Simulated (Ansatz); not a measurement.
# HfIr3: pressure against volume

A database entry relaxed whole under r2SCAN (Pm-3m):

```
CELL_PARAMETERS angstrom
3.94331 0.00000 0.00000
0.00000 3.94331 0.00000
0.00000 0.00000 3.94331
ATOMIC_POSITIONS crystal
Hf 0.00000 0.00000 0.00000
Ir 0.00000 0.50000 0.50000
Ir 0.50000 0.00000 0.50000
Ir 0.50000 0.50000 0.00000
```

The cell was scaled uniformly, its shape held, and the atoms relaxed at each volume with plane-wave PAW DFT (Ansatz 0.2.0; r2SCAN, 500 eV, 9×9×9 Γ-centred mesh, fermi-dirac occupations of width 0.100 eV; no spin, no spin-orbit coupling). One row is withheld.

```tsv
volume (Å³/atom)	energy over the lowest (meV/atom)	pressure (GPa)
14.410	56.6	21.35
14.716	?	?
15.023	5.5	6.27
15.329	0.0	-0.07
15.636	6.0	-5.72
15.942	22.2	-10.77
16.249	47.5	-15.26
```

Q: Fit the pressures of the other rows to the third-order Birch-Murnaghan form.

A: With f = [(V₀/V)^(2/3) − 1]/2 and P = 3B₀f(1 + 2f)^(5/2)[1 + 3(B₀′ − 4)f/2], least squares gives V₀ = 15.33 Å³ an atom, B₀ = 299 GPa and B₀′ = 4.7; the rows miss the fit by less than 0.01 GPa. The slope of the energies differs from these pressures by 0.18 GPa, since they are taken to zero smearing while pressures follow the free energy.

Q: What does the withheld row hold?

A: The fit gives 13.38 GPa at 14.716 Å³; the run gave 13.38 GPa and 23.8 meV an atom.

Caveats: the shape of the cell was held; 0 K, fixed nuclei; the symmetry was kept, and this need not be the phase that is stable at 0 K; one mesh for all volumes; pressure is positive in compression.
